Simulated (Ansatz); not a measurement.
As in space group Pm-3m (No. 221; As on 1b), a = b = c = 2.6721 Å, α = β = γ = 90.00°.

This is the LDA-relaxed structure.

All from LDA in the plane-wave PAW code Ansatz, unless another level is named. Give the electronic character.

metallic (no gap).

Next, the density of states at the Fermi level?

0.42 states/eV per atom (mean over ±0.08 eV).

The first step of the workflow began from a Materials Project structure, measured or hypothetical; the Crystallography Open Database copy checked does not list it. It is not the phase usual at ambient conditions (space group No. 166). The cell was relaxed with LDA under the symmetry of its start; its stability against distortions is not shown here. Spin–orbit coupling is left out wherever it is not named.

Potentials: the later of the program's two PAW sets.
